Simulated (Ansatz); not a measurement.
TaW (rock salt, Fm-3m) at seven volumes, PBEsol in the plane-wave PAW code Ansatz, scaled uniformly. One row is withheld.

```tsv
V (Å³/atom)	P (GPa)
17.061	22.03
17.623	13.54
18.186	6.25
18.748	0.00
19.311	?
19.873	-10.01
20.436	-13.99
```

Problem. Fit the shown pressures and predict the withheld one.

Solution. Third-order Birch–Murnaghan: P = (3/2)B₀(x^(7/2) − x^(5/2))[1 + (3/4)(B′ − 4)(x − 1)] with x = (V₀/V)^(2/3). Least squares on the six rows gives V₀ = 18.748 Å³/atom, B₀ = 193.1 GPa, B′ = 4.04. At V = 19.311, x = 0.9805 and P = -5.38 GPa. The run itself gave -5.38 GPa.

The start of the workflow was typed in or built on a structure type; neither database checked (COD, Materials Project) lists it. Its standing as an ambient phase is unchecked. The PBEsol relaxation kept the symmetry of its start. At this level the phase is mechanically unstable. No spin polarisation was allowed. Its formation energy is positive at this level, so the cell may be metastable or incomplete. Scalar-relativistic: spin–orbit coupling is off unless named, which matters more the heavier the elements.

Potentials: the earlier of the program's two PAW sets. The files were generated under PBE; for other functionals the program regenerates the frozen cores, and for LDA and PBEsol the local potential too.
